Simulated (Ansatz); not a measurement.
Given:

Al₂O₃ (corundum)

```yaml
crystal:
  lattice:
    - [2.40439, 1.38817, 4.37461]
    - [-2.40439, 1.38817, 4.37461]
    - [0.00000, -2.77635, 4.37461]
  atoms:
    - { symbol: Al, position: [0.85215, 0.85215, 0.85215] }
    - { symbol: Al, position: [0.64785, 0.64785, 0.64785] }
    - { symbol: Al, position: [0.14785, 0.14785, 0.14785] }
    - { symbol: Al, position: [0.35215, 0.35215, 0.35215] }
    - { symbol: O, position: [0.05618, 0.44382, 0.75000] }
    - { symbol: O, position: [0.75000, 0.05618, 0.44382] }
    - { symbol: O, position: [0.44382, 0.75000, 0.05618] }
    - { symbol: O, position: [0.94382, 0.55618, 0.25000] }
    - { symbol: O, position: [0.25000, 0.94382, 0.55618] }
    - { symbol: O, position: [0.55618, 0.25000, 0.94382] }
```

This relaxed cell (volume V₀) is scaled evenly in all directions, its shape held. The atoms relax within the cell's symmetry.

Level of theory: PBE (plane waves to 420 eV, PAW, scalar-relativistic; Ansatz, an electronic-structure program). k mesh 9×9×9 (Γ-centred), Fermi-Dirac smearing 0.05 eV. E stands for the smeared free energy. Stress and pressure are positive under compression. With the shape held, the modulus is that of even scaling; a crystal free to change shape is softer. Al2O3 was relaxed with its symmetry unable to fall. The zero of ΔE is the relaxed starting cell.

The scan covers V/V₀ from 0.900 to 1.100 in 11 points.

Question: What is the fitted pressure derivative B₀′?

Answer: 4.0.

Question: What bulk modulus at fixed cell shape B₀ follows from a third-order Birch-Murnaghan fit?

Answer: 230 GPa.

(Under strain, the slope of the energy per volume gives the stress and its curvature an elastic modulus.)
